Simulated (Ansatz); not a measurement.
Input:

ZrN:
Space group Fm-3m (No. 225); a = 4.5951 Å, b = 4.5951 Å, c = 4.5951 Å, α = 90.00°, β = 90.00°, γ = 90.00°

```
atom  site  symmetry       x       y       z
----  ----  --------  ------  ------  ------
Zr      4b      m-3m  0.5000  0.5000  0.5000
N       4a      m-3m  0.0000  0.0000  0.0000
```
(The calculation used a cell of 2 atoms; values per cell refer to that cell.)

This is the PBE-relaxed structure.

Question: All from PBE in the plane-wave PAW code Ansatz, unless another level is named. Estimate the electronic character.

Answer: metallic (no gap).

Question: Give the density of states at the Fermi level.

Answer: 0.34 states/eV per atom (mean over ±0.08 eV).

Question: Give the formation energy from the elements (no fitted shifts).

Answer: -1721 meV/atom.

Question: And the gap with spin–orbit coupling?

Answer: none (metallic).

The PBE relaxation kept the symmetry of its start. The run is not spin-polarised. With an odd number of electrons in the cell and no spin polarisation, the count alone makes it a metal. The references are the lowest solids computed at this level, not always the standard phases (solids in place of the gases). Scalar-relativistic: spin–orbit coupling is off unless named, which matters more the heavier the elements.

Potentials: the earlier of the program's two PAW sets.
